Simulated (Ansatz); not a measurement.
## Mn₃Sn (P6_3/mmc): electronic heat capacity from the density of states

Level of theory: Ansatz, DFT r2SCAN, scalar-relativistic, plane waves, PAW.

Settings: cutoff 500 eV, Γ-centred mesh 6×6×8 on the computed 8-atom cell, Gaussian smearing of 0.10 eV; collinear spin from starting moments 4.24 4.24 4.24 4.24 4.24 4.24 -0.16 -0.16 μB.

Relaxed cell: P6_3/mmc, a = 5.799 Å, b = 5.799 Å, c = 4.605 Å, α = 90.00°, β = 90.00°, γ = 120.00°, 8 atoms in the primitive cell. Whether it is the stable form of this composition wasn't checked.

The density of states at the Fermi level is 7.621 states/eV in the cell of 8 atoms (2 formula units; both spins, tetrahedra on a 9×9×12 mesh). The run ends with a moment of 22.97 μB a cell (largest on a site 3.85 μB), and the figure is for this state; a paramagnetic sample can have a quite different one. Another magnetic order, if the compound takes it, can change N(E_F) and the shape of the cell a good deal.

What Sommerfeld coefficient does this give?

Per formula unit N(E_F) = 3.810 states/eV. γ = (π²/3) k_B² N(E_F) N_A = 2.357 mJ/(mol K²) per state/eV, so γ = 9.0 mJ/(mol K²), a mole of formula units. This is the bare band result: a measured γ of the same phase and magnetic order is as a rule larger by a factor 1 + λ from phonons and spin fluctuations. N(E_F) at one energy is sensitive to the mesh where the density of states has sharp peaks.

The state reached may not be the lowest one. The run saw a state lower than the one given here. Only parallel moments were tried here.

Only this magnetic start was tried.

Cost: 1 run of about 12 core-minutes, on Intel Xeon Processor @ 2.50GHz (Skylake/Cascade Lake) (shared hosts).